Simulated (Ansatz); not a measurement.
Consider the following.

BeS:
```yaml
crystal:
  lattice:
    - [2.89473, 0.00000, 0.00000]
    - [0.00000, 2.89473, 0.00000]
    - [0.00000, 0.00000, 2.89473]
  atoms:
    - { symbol: Be, position: [0.00000, 0.00000, 0.00000] }
    - { symbol: S, position: [0.50000, 0.50000, 0.50000] }
```

This is the PBEsol-relaxed structure.

**Question.** All from DFT-PBEsol in the program Ansatz with PAW potentials, unless another level is named. Give the electronic character.

**Answer.** metallic (no gap).

**Question.** Predict the formation energy from the elements (no fitted shifts).

**Answer.** 316 meV/atom.

**Question.** Give the density of states at the Fermi level.

**Answer.** 0.46 states/eV per atom (mean over ±0.08 eV).

Space group Pm-3m (CsCl type). A made-up cell: these elements were put on the sites of a structure type; neither database checked (COD, Materials Project) lists it. COD files the formula under space group No. 216, so this cell is another polymorph or a model. Whether it is the stable phase at ambient conditions was not checked. The PBEsol relaxation kept the symmetry of its start. At this level the phase is dynamically unstable (imaginary phonons). The references are the lowest solids computed at this level, not always the standard phases.

Potentials: the later of the program's two PAW sets.
